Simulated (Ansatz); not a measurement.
# CdAg (P-6m2): electronic heat capacity and spin susceptibility from the density of states

Method: Ansatz 0.2.0, DFT r2SCAN, scalar-relativistic, plane waves, PAW.

Cutoff 500 eV; k points 10×16×16 on the computed 2-atom cell (Γ-centred); Gaussian smearing, width 0.10 eV; no spin polarisation.

Relaxed cell: P-6m2, a = 3.026 Å, b = 3.026 Å, c = 4.747 Å, α = 90.00°, β = 90.00°, γ = 120.00°, 2 atoms in the primitive cell. Whether it is the stable form of this composition wasn't checked.

The density of states at the Fermi level is 0.610 states/eV in the cell of 2 atoms (1 formula unit; both spins, tetrahedra on a 15×24×24 mesh).

Problem. What Sommerfeld coefficient and Pauli susceptibility does this give?

Solution. Per formula unit N(E_F) = 0.610 states/eV. γ = (π²/3) k_B² N(E_F) N_A = 2.357 mJ/(mol K²) per state/eV, so γ = 1.4 mJ/(mol K²), a mole of formula units. χ_P = μ_B² N(E_F) N_A = 3.23×10⁻⁵ emu/mol per state/eV gives 2.0×10⁻⁵ emu/mol. This is the bare band result: a measured γ of the same phase is as a rule larger by a factor 1 + λ from phonons and spin fluctuations, the spin part of χ is larger by the Stoner factor, and a measured χ also holds orbital and core terms. N(E_F) at one energy is sensitive to the mesh where the density of states has sharp peaks.

Cost: 1 run of about 5 core-minutes, on Arm Neoverse V1 (shared hosts).